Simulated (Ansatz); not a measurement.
Consider the following.

MgZn3S4:
```
CELL_PARAMETERS angstrom
      6.79356     3.92030     0.00000
     -6.79356     3.92030     0.00000
     -0.05032     0.00000    12.93930
ATOMIC_POSITIONS crystal
  Zn 0.84569 0.67164 0.67380
  Zn 0.16567 0.82836 0.91746
  S  0.83946 0.66754 0.86100
  S  0.15997 0.82385 0.09929
  Zn 0.84553 0.67450 0.16612
  Mg 0.16729 0.83558 0.42064
  S  0.83417 0.66910 0.35410
  S  0.16764 0.83251 0.61105
  Zn 0.32954 0.67223 0.67419
  Zn 0.67450 0.84553 0.83388
  S  0.33562 0.67613 0.86113
  S  0.66754 0.83946 0.13900
  Zn 0.32474 0.67367 0.16630
  Zn 0.67164 0.84569 0.32620
  S  0.33249 0.66851 0.35387
  S  0.66910 0.83417 0.64590
  Zn 0.32903 0.15413 0.67405
  Zn 0.67367 0.32474 0.83370
  S  0.33461 0.15345 0.86206
  S  0.67613 0.33562 0.13887
  Mg 0.32558 0.15588 0.16503
  Zn 0.67223 0.32954 0.32581
  S  0.33440 0.17149 0.35856
  S  0.66851 0.33249 0.64613
  Mg 0.83558 0.16729 0.57936
  Mg 0.15588 0.32558 0.83497
  S  0.82385 0.15997 0.90071
  S  0.15345 0.33461 0.13794
  Zn 0.82836 0.16567 0.08254
  Zn 0.15413 0.32903 0.32595
  S  0.83251 0.16764 0.38895
  S  0.17149 0.33440 0.64144
```

This is the r²SCAN-relaxed structure. Tensor components refer to the Cartesian frame of this cell.

Question: All from DFT-r²SCAN in the program Ansatz with PAW potentials, unless another level is named. Give the formation energy from the elements (no fitted shifts).

Answer: -1.06 eV/atom.

Question: And the electron effective mass?

Answer: 0.22, 0.22, 0.28 mₑ (principal values).

Question: Give the band gap.

Answer: 3.03 eV (smallest direct gap 3.04 eV).

Question: Next, the valence-band maximum?

Answer: off the standard path, at k = (-0.115, 0.115, 0.010) in fractions of the reciprocal vectors.

Space group C2. The start of the workflow was typed in or built on a structure type; neither database checked (COD, Materials Project) lists it. Whether it is the stable phase at ambient conditions was not checked. The r²SCAN relaxation kept the symmetry of its start; its stability against distortions is not shown here. The references are the lowest solids computed at this level, not always the standard phases.

Potentials: the later of the program's two PAW sets.
